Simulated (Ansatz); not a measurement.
One crystal and one scan (energy over volume and axial ratio) at two levels, PBE (plane waves to 420 eV, PAW, scalar-relativistic; Ansatz, a program for electronic structure) and r2SCAN (plane waves to 500 eV, PAW, scalar-relativistic; Ansatz), each from its own relaxed cell and on its own mesh. The cell shown is that of PBE.

LiH (rock salt)

```
LiH
1.0
    0.00000     2.00356     2.00356
    2.00356     0.00000     2.00356
    2.00356     2.00356     0.00000
H Li
1 1
Direct
  0.00000   0.00000   0.00000
  0.50000   0.50000   0.50000
```

The relaxed cell is deformed in two ways at once: its volume V is scaled, and at that volume it is stretched along z (the c axis of the conventional cell) so that c/a changes. Fractional atomic positions are held.

The energy includes the smearing's −TS. LiH was relaxed with its symmetry unable to fall. Percentages come from the unrounded values. Both scans cover V/V₀ from 0.960 to 1.040 and (c/a)/(c/a)₀ from 0.920 to 1.080.

| quantity | PBE | r2SCAN | PBE − r2SCAN |
|---|---|---|---|
| Lattice constant a (Å) | 4.007 | 4.005 | +0.002 |
| Band gap of the relaxed cell, no spin-orbit coupling (eV) | 2.98 | 3.63 | -0.65 (-18 %) |
| Shear modulus C′ = (C11 − C12)/2 (fit, atoms clamped) (GPa) | 35 | 35 | 0 |

PBE gives the lower value for: band gap of the relaxed cell, no spin-orbit coupling. They agree on: lattice constant a (within 0.2 %); shear modulus C′ (within 1.5 %). Neither level is exact: the differences show how much the result hangs on the functional.

(A scan under strain: stresses follow from slopes of the energy per volume, elastic moduli from its curvatures.)
